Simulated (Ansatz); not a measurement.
Zr3Si2:
```cif
data_Si4Zr6
_chemical_formula_sum 'Zr6 Si4'
_space_group_name_H-M_alt 'P4/mbm'
_space_group_IT_number 127
_space_group_name_Hall '-P 4 2ab'
_cell_length_a 7.10569
_cell_length_b 7.10569
_cell_length_c 3.70832
_cell_angle_alpha 90.000
_cell_angle_beta 90.000
_cell_angle_gamma 90.000
loop_
_atom_site_label
_atom_site_type_symbol
_atom_site_symmetry_multiplicity
_atom_site_Wyckoff_symbol
_atom_site_fract_x
_atom_site_fract_y
_atom_site_fract_z
_atom_site_occupancy
Zr1 Zr 4 h 0.32613 0.17387 0.50000 1
Zr2 Zr 2 a 0.00000 0.00000 0.00000 1
Si1 Si 4 g 0.12189 0.37811 0.00000 1
```

Relaxed with r²SCAN.

### Question
Which orbitals make up the states near the Fermi level in plane-wave PAW r²SCAN (Ansatz code)?

### Answer
Within 0.5 eV of the Fermi level: Zr 4d 82 %, Si 3p 8 %, outside the projected shells 5 %. Projections are on Löwdin-orthogonalised atomic valence shells; empty p or d shells of many metals are not among them.

### Question
Tabulate the density of states.

### Answer
States/eV per cell of 10 atoms, in 0.25 eV bins, energy from the Fermi level.

```
E (eV)  total  Zr 4d  Si 3p  Si 3s
------  -----  -----  -----  -----
-7.85    0.07   0.01   0.01   0.03
-7.60    1.16   0.20   0.15   0.52
-7.35    3.34   0.67   0.40   1.67
-7.10    5.90   1.41   0.67   3.06
-6.85    3.87   1.09   0.44   1.96
-6.60    1.46   0.41   0.17   0.79
-6.35    0.20   0.06   0.02   0.11
-6.10    0.00   0.00   0.00   0.00
-5.85    0.00   0.00   0.00   0.00
-5.60    0.00   0.00   0.00   0.00
-5.35    0.04   0.01   0.02   0.00
-5.10    1.17   0.26   0.60   0.02
-4.85    2.75   0.68   1.37   0.07
-4.60    3.61   0.94   1.80   0.10
-4.35    4.84   1.27   2.49   0.12
-4.10    2.90   0.83   1.49   0.07
-3.85    2.03   0.70   0.98   0.06
-3.60    5.86   1.86   2.94   0.24
-3.35    5.20   1.69   2.70   0.21
-3.10    5.28   1.93   2.66   0.15
-2.85    7.57   2.79   3.91   0.17
-2.60    8.45   3.19   4.44   0.12
-2.35    7.22   3.12   3.58   0.07
-2.10    8.40   4.23   3.50   0.10
-1.85    8.27   4.47   3.23   0.06
-1.60    5.91   3.64   1.83   0.04
-1.35    5.80   4.01   1.26   0.03
-1.10   10.71   8.28   1.36   0.04
-0.85    9.93   7.76   1.34   0.09
-0.60    6.57   5.48   0.63   0.05
-0.35    7.22   6.03   0.61   0.04
-0.10    9.00   7.31   0.72   0.04
0.15     5.89   4.88   0.37   0.03
0.40     4.17   3.39   0.33   0.04
0.65     2.90   2.36   0.29   0.03
0.90     2.07   1.74   0.19   0.02
1.15     2.80   2.40   0.22   0.01
1.40     6.15   5.17   0.54   0.05
1.65     6.55   5.49   0.52   0.06
1.90     6.77   5.61   0.50   0.11
2.15     7.23   5.94   0.50   0.15
2.40     6.15   5.05   0.41   0.12
2.65     6.86   5.54   0.54   0.18
2.90     7.04   5.64   0.60   0.20
3.15     9.72   7.86   0.81   0.23
3.40    11.33   9.19   0.88   0.29
3.65    11.99   9.77   0.86   0.32
3.90    12.20  10.08   0.85   0.31
4.15    11.10   9.19   0.86   0.26
4.40    12.91   9.05   1.38   1.03
```

The workflow started from a Materials Project entry (that database holds measured and hypothetical structures alike); the Crystallography Open Database copy checked does not list it. Whether it is the stable phase at ambient conditions was not checked. The cell was relaxed with r²SCAN under the symmetry of its start; whether a distortion lowers the energy is not shown. The run is not spin-polarised. Spin–orbit coupling is left out wherever it is not named.

Potentials: the later of the program's two PAW sets.
